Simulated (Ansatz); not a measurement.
Te2Mo in space group P2_1/m (No. 11; Pearson symbol mP12) under volume change, plane-wave PAW r²SCAN+D4 (Ansatz code), shape and atoms relaxed at each volume.

| V (Å³/atom) | E − E(relaxed) (meV/atom) | P (GPa) |
|---|---|---|
| 23.953 | 23.1 | 3.83 |
| 24.742 | 8.9 | 2.05 |
| 25.532 | 2.0 | 0.86 |
| 26.322 | 0.0 | 0.00 |
| 27.111 | 1.6 | -0.61 |
| 27.901 | 5.8 | -1.02 |
| 28.691 | 11.3 | -1.21 |

**Question.** What does a third-order Birch–Murnaghan fit give for V₀, B₀ and B′?

**Answer.** V₀ = 26.29 Å³/atom, B₀ = 24.7 GPa, B′ = 11.8.

The workflow started from an entry of the Crystallography Open Database (COD), which files this formula under 2 space groups. It is not the phase usual at ambient conditions (space group No. 194). The cell was relaxed with r²SCAN+D4 under the symmetry of its start; its stability against distortions is not shown here. The run is not spin-polarised. Scalar-relativistic: spin–orbit coupling is off unless named, which matters more the heavier the elements.

Potentials: the earlier of the program's two PAW sets.
